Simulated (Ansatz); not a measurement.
O: strain and displacement

```yaml
crystal:
  lattice:
    - [1.42335, 0.82177, 3.40830]
    - [-1.42335, 0.82177, 3.40830]
    - [0.00000, -1.64354, 3.40830]
  atoms:
    - { symbol: O, position: [0.05770, 0.05770, 0.05770] }
    - { symbol: O, position: [0.94230, 0.94230, 0.94230] }
```

Atoms are numbered in the order listed.

The geometry is COD entry 2106431, unchecked; take it as a test cell.

Solid oxygen carries moments on its molecules; these runs leave spin out.

All numbers below come from DFT, PBEsol, all-electron LAPW, scalar-relativistic in Ansatz 0.2.0.

Numerical set-up: a Γ-centred 10×10×10 k mesh, Fermi–Dirac smearing of 0.02 eV, basis error target 0.5 meV/atom, no spin polarisation.

The unchanged cell is at 1.83 GPa.

In a metal, stresses and small energies carry noise from the k mesh.

x, y and z are the Cartesian axes of the cell as listed; fractional coordinates follow a strain, and an engineering shear is twice the off-diagonal strain component.

Q: With this change (equal xy, yz and zx engineering shear strains of -2 %), what becomes of the energy and stress and forces?

A: Energy change +1 meV/atom; stress change (xx, yy, zz, yz, xz, xy) 0.10, -0.03, -0.02, 0.75, 0.80, -0.19 GPa, compression positive; change of the force on O1 (0.053, 0.058, -0.010) eV/Å.

With equal xy, yz and zx engineering shear strains of -1 %: energy change under 1 meV/atom; stress change (xx, yy, zz, yz, xz, xy) 0.04, -0.02, 0.00, 0.37, 0.39, -0.10 GPa, compression positive; change of the force on O1 (0.026, 0.028, -0.003) eV/Å.

With equal xy, yz and zx engineering shear strains of +1 %: energy change under 1 meV/atom; stress change (xx, yy, zz, yz, xz, xy) -0.01, 0.03, 0.00, -0.35, -0.37, 0.11 GPa, compression positive; change of the force on O1 (-0.024, -0.026, -0.003) eV/Å.

Q: With this change (equal xy, yz and zx engineering shear strains of +2 %), what becomes of the energy and stress and forces?

A: Energy change under 1 meV/atom; stress change (xx, yy, zz, yz, xz, xy) 0.00, 0.07, -0.02, -0.69, -0.73, 0.25 GPa, compression positive; change of the force on O1 (-0.047, -0.051, -0.011) eV/Å.
